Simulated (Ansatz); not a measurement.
A relaxed structure of SiO2. Space group Pbcn (No. 60). Computed with PBEsol (plane waves to 420 eV, PAW, scalar-relativistic; Ansatz, a first-principles code).

```xyz
12
Lattice="4.0814 0.0000 0.0000 0.0000 5.0405 0.0000 0.0000 0.0000 4.4956" Properties=species:S:1:pos:R:3 pbc="T T T"
Si     0.0000     3.2868     1.1239
Si     2.0407     4.2740     3.3717
Si     2.0407     0.7665     1.1239
Si     0.0000     1.7537     3.3717
O      3.1361     1.9297     0.3604
O      2.9859     0.5905     2.6082
O      2.9859     4.4500     0.3604
O      3.1361     3.1108     2.6082
O      0.9452     3.1108     4.1353
O      1.0955     4.4500     1.8875
O      1.0955     0.5905     4.1353
O      0.9452     1.9297     1.8875
```

```json
{
  "volume_per_atom": "7.71 Å³",
  "band_gap": "5.64 eV, direct at Γ (no spin-orbit coupling)",
  "shortest_distances": "O–Si 1.77 Å; O–O 2.34 Å; Si–Si 2.72 Å",
  "k-mesh": "7×5×6"
}
```

Band energies at high-symmetry points (eV from the VBM; labels of this space group; no spin-orbit coupling), from −5 eV up to 10.6 eV:

| point | energies |
|---|---|
| Γ | -4.93 -4.68 -4.49 -4.02 -3.73 -3.62 -2.80 -2.70 -2.46 -1.76 -1.47 -0.80 -0.39 -0.35 0.00 5.64 7.62 8.70 8.89 9.93 10.10 |
| X | -3.64 -3.64 -3.44 -3.44 -3.00 -3.00 -2.24 -2.24 -1.69 -1.69 -0.53 -0.53 -0.37 -0.37 7.73 7.73 8.14 8.14 10.44 10.44 |
| S | -4.65 -4.65 -3.71 -3.71 -2.88 -2.88 -2.44 -2.44 -1.78 -1.78 -1.22 -1.22 -0.48 -0.48 8.11 8.11 9.26 9.26 10.57 10.57 |
| Y | -4.39 -4.39 -3.72 -3.72 -3.09 -3.09 -2.99 -2.99 -2.10 -2.10 -1.73 -1.73 -0.24 -0.24 7.51 7.51 9.76 9.76 |
| Z | -4.97 -4.97 -3.57 -3.57 -2.97 -2.97 -2.55 -2.55 -1.33 -1.33 -0.77 -0.77 -0.48 -0.48 7.78 7.78 8.10 8.10 9.26 9.26 9.68 9.68 |
| U | -4.34 -4.34 -4.34 -4.34 -3.47 -3.47 -3.47 -3.47 -1.92 -1.92 -1.92 -1.92 -0.78 -0.78 -0.78 -0.78 7.61 7.61 7.61 7.61 10.59 10.59 10.59 10.59 |
| R | -3.04 -3.04 -3.04 -3.04 -2.46 -2.46 -2.46 -2.46 -1.01 -1.01 -1.01 -1.01 8.21 8.21 8.21 8.21 |
| T | -3.58 -3.58 -3.58 -3.58 -2.68 -2.68 -2.68 -2.68 -0.79 -0.79 -0.79 -0.79 8.82 8.82 8.82 8.82 10.45 10.45 10.45 10.45 |

No spin polarisation in the result.

The run could not lose the symmetry of its start.

The first start was generated by placing the elements on the sites of a structure type. Materials Project lists a structure of SiO2 in the same space group, Pbcn (No. 60); the sites were not compared with it, nor with measured phases. Known forms of SiO2 include space group No. 92, 136, 152, 154.
